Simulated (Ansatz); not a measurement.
## H2SO4 — ³³S NMR of the central transition

Cell: a computed structure from the Materials Project (it need not be an observed phase), taken as it stands.

Space group Cc (No. 9); a = 9.0245, b = 4.7733, c = 8.2190 Å, β = 112.69°.

```csv
site,Wyckoff,site symmetry,x,y,z
H1,4a,1,0.4542,0.9379,0.3952
H3,4a,1,0.7777,0.9413,0.0829
S,4a,1,0.5082,0.5936,0.2529
O7,4a,1,0.4837,0.7871,0.1116
O8,4a,1,0.5098,0.7555,0.4218
O11,4a,1,0.8543,0.8970,0.2027
O12,4a,1,0.1450,0.9120,0.3196
```

One atom of each set is listed; the run and its k-mesh use a cell of 14 atoms with edges of 5.10, 5.10, 8.22 Å.

Method: Kohn–Sham DFT in Ansatz, PBE, plane waves and PAW, scalar-relativistic, 420 eV cutoff, Γ-centred 5×5×3 k-points, Fermi–Dirac smearing 0.02 eV.

³³S has I = 3/2 and Q = -69.40 mb (Pyykkö 2018); at 16.4 T its Larmor frequency is ν₀ = 53.7 MHz. Only the quadrupole interaction is simulated: positions count from each site's isotropic chemical shift, and shift anisotropy, dipolar and J coupling are left out.

(1) What does the ³³S spectrum (static powder) show for each site?

Answers

(1) 

```json
{"site": "S", "first shell": "4 O at 1.43–1.59 Å", "C_Q (MHz)": "11.8", "η": "0.35", "P_Q (MHz)": "12.0", "δ_QIS (ppm)": "-1257", "breadth (kHz)": "442"}
```

δ_QIS = −(ν_Q²/30ν₀²)[I(I+1) − 3/4](1 + η²/3) × 10⁶ ppm with ν_Q = 3|C_Q|/[2I(2I−1)]; it falls as 1/B₀² in ppm, and the breadth as 1/B₀ in kHz.

The largest force is 0.4 eV/Å, so the atoms aren't at the calculated equilibrium and relaxing them would move these values.
